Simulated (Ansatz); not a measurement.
Total density of states per atom from LDA in the plane-wave PAW code Ansatz, in 0.25 eV bins, energy from the Fermi level:

```
E (eV)  states/eV/atom
------  --------------
-7.15             0.00
-6.90             0.02
-6.65             0.05
-6.40             0.06
-6.15             0.08
-5.90             0.10
-5.65             0.13
-5.40             0.19
-5.15             0.54
-4.90             1.26
-4.65             1.69
-4.40             2.61
-4.15             2.07
-3.90             1.63
-3.65             1.28
-3.40             1.66
-3.15             1.47
-2.90             1.69
-2.65             1.58
-2.40             2.15
-2.15             2.07
-1.90             2.01
-1.65             2.35
-1.40             1.40
-1.15             1.12
-0.90             0.79
-0.65             0.86
-0.40             1.15
-0.15             0.95
0.10              0.49
0.35              0.19
0.60              0.11
0.85              0.07
1.10              0.05
1.35              0.06
1.60              0.11
1.85              0.51
2.10              2.52
2.35              1.75
2.60              1.65
2.85              0.55
3.10              0.68
3.35              0.60
3.60              0.70
3.85              0.53
4.10              0.38
4.35              0.19
4.60              0.16
4.85              0.19
```

### Question
Which of these materials gives this?
A. SiO2, Ama2 (Si on 8c, O on 4a, O on 8c, O on 4b)
B. ScPd3, Cu3Au type
C. BaZrS3, Pnma (Ba on 4c, Zr on 4a, S on 4c, S on 8d)
D. TiS2, CdI2 type

### Answer
B, ScPd3, Cu3Au type. Within 0.5 eV of the Fermi level: Pd 4d 65 %, Sc 3d 16 %, Sc 4s 9 %, outside the projected shells 10 %. Projections are on Löwdin-orthogonalised atomic valence shells; empty p or d shells of many metals are not among them.

Space group Pm-3m (Cu3Au type). The first step of the workflow began from a Materials Project structure, measured or hypothetical; the Crystallography Open Database files this formula in space group No. 221, but the cells were not matched. Its standing as an ambient phase is unchecked. Symmetry was held in the LDA relaxation; of distortions, only those at the zone centre were tested. The run is not spin-polarised. Scalar-relativistic: spin–orbit coupling is off unless named, which matters more the heavier the elements.

Potentials: the later of the program's two PAW sets.
